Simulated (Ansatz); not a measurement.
In HfN (rock salt type) the Hf atom of the primitive cell, with all its periodic images, is moved by 0.06 Å along [111].

```yaml
crystal:
  lattice:
    - [0.00000, 2.26500, 2.26500]
    - [2.26500, 0.00000, 2.26500]
    - [2.26500, 2.26500, 0.00000]
  atoms:
    - { symbol: Hf, position: [0.00765, 0.00765, 0.00765] }
    - { symbol: N, position: [0.50000, 0.50000, 0.50000] }
```
Lattice in Å, positions in fractions of it.

The calculation used Ansatz 0.2.0 development build, HSE06, plane waves, all-electron PAW datasets generated for the crystal, point nucleus.

Cutoff 490 eV; exchange singularity: regularized; k-mesh 4×4×4 Γ-centred; Fermi–Dirac smearing of 0.1 eV; no spin polarisation; no spin–orbit coupling.

Question: What force results?

Answer: The force on it along the displacement is -0.7027 eV/Å, a force constant of 11.71 eV/Å².

```json
{"atom": "Hf1", "Fx (eV/Å)": "-0.4057", "Fy (eV/Å)": "-0.4057", "Fz (eV/Å)": "-0.4057"}
{"atom": "N2", "Fx (eV/Å)": "0.4057", "Fy (eV/Å)": "0.4057", "Fz (eV/Å)": "0.4057"}
```

The k-mesh is coarse, so these values belong to this mesh and can lie far from the converged ones.
